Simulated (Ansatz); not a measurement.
# Cs3Tl2Cl9: field gradients at two levels of theory

Cell: a COD entry, ions relaxed with PBE at fixed cell.

```cif
data_Cs3Tl2Cl9
_symmetry_space_group_name_H-M 'R-3c:H'
_symmetry_Int_Tables_number 167
_cell_length_a 12.7957
_cell_length_b 12.7957
_cell_length_c 18.2975
_cell_angle_alpha 90.000
_cell_angle_beta 90.000
_cell_angle_gamma 120.000
loop_
_atom_site_label
_atom_site_type_symbol
_atom_site_symmetry_multiplicity
_atom_site_Wyckoff_symbol
_atom_site_fract_x
_atom_site_fract_y
_atom_site_fract_z
Cs Cs 18 e 0.9958 0.6667 0.4167
Tl Tl 12 c 0.0000 0.0000 0.8525
Cl11 Cl 18 e 0.1580 0.0000 0.7500
Cl17 Cl 36 f 0.5078 0.8465 0.5797
```

One atom of each set is listed; the run and its k-mesh use a cell of 28 atoms with edges of 9.58, 9.58, 9.58 Å.

First run. The numbers come from a DFT calculation in Ansatz (PBE, plane waves and PAW, scalar-relativistic, 420 eV cutoff, Γ-centred 3×3×3 k-points, Fermi–Dirac smearing 0.02 eV).

| site | V_zz (10²¹ V/m²) | η |
| --- | --- | --- |
| Cs | 1.13 | 0.34 |
| Tl | 11.29 | 0.00 |
| Cl11 | -10.18 | 0.17 |
| Cl17 | 18.48 | 0.08 |

Second run. The same atoms and settings, except that the functional is r2SCAN and the cutoff is 500 eV.

(1) Given the first result, estimate the second.

## Answers

(1) 

```json
{"site": "Cs", "V_zz": "1.17", "η": "0.49", "change of V_zz": "+0.04"}
{"site": "Tl", "V_zz": "11.56", "η": "0.00", "change of V_zz": "+0.27"}
{"site": "Cl11", "V_zz": "-9.69", "η": "0.18", "change of V_zz": "+0.49"}
{"site": "Cl17", "V_zz": "17.86", "η": "0.07", "change of V_zz": "-0.62"}
```

The largest change of V_zz is on Cl17, from 18.48 to 17.86. In per cent, |V_zz| changes by +3 on Cs, +2 on Tl, -5 to -3 on Cl (all sites that start above 0.5). Where |V_zz| stays above 0.1, η moves most on Cs, from 0.34 to 0.49.

Spin–orbit coupling is left out, which shifts gradients on Tl by a few per cent, and by more where contributions nearly cancel.
